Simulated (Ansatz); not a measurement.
The relaxed structure here is a generated cell of Rh: the first start was made by placing the elements on the sites of a structure type, and the end was not matched to a known phase here, so it may be hypothetical. Known forms of Rh include space group No. 225.

One stationary structure of Rh. Space group Pm-3m (No. 221), simple cubic type. Method: r2SCAN (plane waves to 500 eV, PAW, scalar-relativistic; Ansatz, a quantum-chemistry and plane-wave program).

Space group Pm-3m (No. 221); a = 2.5123 Å, b = 2.5123 Å, c = 2.5123 Å, α = 90.00°, β = 90.00°, γ = 90.00°

```tsv
atom	site	symmetry	x	y	z
Rh	1a	m-3m	0.0000	0.0000	0.0000
```

- Volume per atom: 15.86 Å³
- Density: 10.78 g/cm³
- Band gap: zero (metallic)
- Shortest distances: Rh–Rh 2.51 Å
- k-mesh: 18×18×18

No spin polarisation in the result.

The run could not lower the symmetry of its start; a shaken copy of this end point relaxes with r2SCAN to I4/mmm (No. 139), 0.45 eV/atom lower.
